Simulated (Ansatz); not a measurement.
Values for one crystal, relaxed and computed with r²SCAN (plane waves, PAW; program Ansatz); other levels are named.

- Volume per atom = 14.11 Å³
- Band gap = 2.91 eV (direct)
- Valence-band maximum = at X
- HSE06 gap on the r²SCAN cell = 3.50 eV
- Electron effective mass with spin–orbit coupling = 0.21, 0.40, 0.40 mₑ (principal values)
- Hole effective mass with spin–orbit coupling = 0.27, 0.80, 0.80 mₑ (principal values)
- Formation energy from the elements (no fitted shifts) = -2.69 eV/atom

Q: Pick the material that matches.
A) LiNbO3, R3c (Li on 6a, Nb on 6a, O on 18b)
B) VPO4, Cmcm (V on 4b, P on 4c, O on 8g, O on 8f)
C) MgZn3O4, C2 (Pearson symbol mS64)
D) HfPbO3, cubic perovskite

A: D, HfPbO3, cubic perovskite

Space group Pm-3m (cubic perovskite). The first step of the workflow began from a Materials Project structure, measured or hypothetical; the Crystallography Open Database copy checked does not list it. COD files the formula under space group No. 55. Whether it is the stable phase at ambient conditions was not checked. The cell was relaxed with r²SCAN under the symmetry of its start; whether a distortion lowers the energy is not shown. The run is not spin-polarised. The references are the lowest solids computed at this level, not always the standard phases (solids in place of the gases). Scalar-relativistic: spin–orbit coupling is off unless named, which matters more the heavier the elements.

Potentials: the later of the program's two PAW sets.
